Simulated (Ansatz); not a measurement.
BaMgF4:
```cif
data_Ba4F16Mg4
_chemical_formula_sum 'Ba4 Mg4 F16'
_space_group_name_H-M_alt 'Cmc21'
_space_group_IT_number 36
_space_group_name_Hall 'C 2c -2'
_cell_length_a 4.09101
_cell_length_b 14.56801
_cell_length_c 5.82284
_cell_angle_alpha 90.000
_cell_angle_beta 90.000
_cell_angle_gamma 90.000
loop_
_space_group_symop_operation_xyz
  'x, y, z'
  '-x, -y, z+1/2'
  '-x, y, z'
  'x, -y, z+1/2'
  'x+1/2, y+1/2, z'
  '-x+1/2, -y+1/2, z+1/2'
  '-x+1/2, y+1/2, z'
  'x+1/2, -y+1/2, z+1/2'
loop_
_atom_site_label
_atom_site_type_symbol
_atom_site_symmetry_multiplicity
_atom_site_Wyckoff_symbol
_atom_site_fract_x
_atom_site_fract_y
_atom_site_fract_z
_atom_site_occupancy
Ba1 Ba 4 a 0.00000 0.34932 0.14629 1
Mg1 Mg 4 a 0.00000 0.08444 0.18983 1
F1 F 4 a 0.00000 0.57909 0.20373 1
F2 F 4 a 0.00000 0.19721 0.38125 1
F3 F 4 a 0.00000 0.02844 0.50856 1
F4 F 4 a 0.00000 0.16362 0.91982 1
```
(The calculation used a cell of 12 atoms; values per cell refer to that cell.)

Relaxed with PBEsol.

Give the optical modes at the zone centre with their infrared activity from DFPT, the program Ansatz at the PBEsol level (PAW).

Transverse frequencies, without the LO–TO term; a row sums one degenerate level.

| ω (cm⁻¹) | degeneracy | IR ((D/Å)²/amu) | activity | symmetry |
|---|---|---|---|---|
| 49 | 1 | 2.55 | IR | B2 |
| 75 | 1 | 0.45 | IR | A1 |
| 81 | 1 | 0.00 | IR-inactive | A2 |
| 100 | 1 | 0.63 | IR | A1 |
| 103 | 1 | 1.47 | IR | B2 |
| 131 | 1 | 3.01 | IR | B1 |
| 153 | 1 | 1.12 | IR | B2 |
| 155 | 1 | 4.58 | IR | A1 |
| 168 | 1 | 1.72 | IR | A1 |
| 182 | 1 | 0.00 | IR-inactive | A2 |
| 183 | 1 | 0.00 | IR-inactive | B2 |
| 195 | 1 | 0.00 | IR-inactive | A2 |
| 200 | 1 | 0.34 | IR | B2 |
| 201 | 1 | 0.43 | IR | A1 |
| 207 | 1 | 2.60 | IR | B1 |
| 220 | 1 | 0.00 | IR-inactive | A2 |
| 246 | 1 | 0.01 | IR | A1 |
| 254 | 1 | 0.86 | IR | B1 |
| 264 | 1 | 13.99 | IR | B1 |
| 267 | 1 | 0.00 | IR-inactive | A2 |
| 284 | 1 | 1.19 | IR | B2 |
| 294 | 1 | 1.30 | IR | B2 |
| 298 | 1 | 1.01 | IR | A1 |
| 322 | 1 | 1.68 | IR | A1 |
| 340 | 1 | 5.28 | IR | A1 |
| 350 | 1 | 3.86 | IR | B2 |
| 376 | 1 | 0.00 | IR-inactive | A2 |
| 383 | 1 | 4.46 | IR | B1 |
| 410 | 1 | 3.56 | IR | B2 |
| 442 | 1 | 0.16 | IR | B2 |
| 461 | 1 | 5.82 | IR | A1 |
| 486 | 1 | 2.80 | IR | A1 |
| 494 | 1 | 5.87 | IR | B2 |

How high does the top mode go among those that the LO–TO term moves?

466 cm⁻¹ for q along x, 548 cm⁻¹ for q along y, 542 cm⁻¹ for q along z.

Space group Cmc2_1. The workflow started from a Materials Project entry (that database holds measured and hypothetical structures alike); the Crystallography Open Database files this formula in space group No. 36, but the cells were not matched. Its standing as an ambient phase is unchecked. The PBEsol relaxation kept the symmetry of its start; whether a distortion lowers the energy is not shown. Spin–orbit coupling is left out wherever it is not named.

Potentials: the later of the program's two PAW sets.
